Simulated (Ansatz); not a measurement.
**WC: moving C off its site**

WC, P-6m2, a = 2.901 Å, c = 2.829 Å (as given, not relaxed at this level: -0.7 GPa). Ansatz: PBEsol, PAW, 420 eV, Γ-centred 18×18×16 mesh on 2 atoms, Gaussian smearing 0.15 eV; no spin polarisation.

```
W C
1.0
     2.90050    0.00000    0.00000
    -1.45025    2.51191    0.00000
     0.00000    0.00000    2.82900
W C
1 1
Direct
  0.00000 0.00000 0.00000
  0.66667 0.33333 0.50000
```

Atom 2 (C) moves by x along the unit vector (0.000, 0.000, -1.000), with its periodic images; all else is held. y is the free energy of the cell over the start, F the force along the path summed over the moved atoms. Symmetry makes y even in x.

```tsv
x (Å)	y (meV)	F (eV/Å)
-0.200	?	?
-0.100	72.5	1.46
0.000	0.0	0.00
0.025	4.5	-0.36
0.050	18.0	-0.72
0.075	40.6	-1.09
0.125	113.6	-1.84
0.150	164.5	-2.23
0.175	225.6	-2.66
```

Question: Fit y = c2 x² + c4 x⁴ to the energies of the other rows, give the force constant, and predict energy and force of the missing row.

Answer: Least squares on the rows shown. y = 7178.1 x² + 6100.4 x⁴. The force constant is 2 c2 = 14.4 eV/Å² (for all images moving together, not for a lone atom). The force −dy/dx at the missing row is 3.07 eV/Å (computed 3.10). At x = -0.200 the fit asked for gives 296.9 meV. The run gave 297.6 meV, so the fit is 0.7 meV too low, a small miss on the scale of the series.

Spin–orbit coupling is left out, which can shift energies with elements as heavy as these.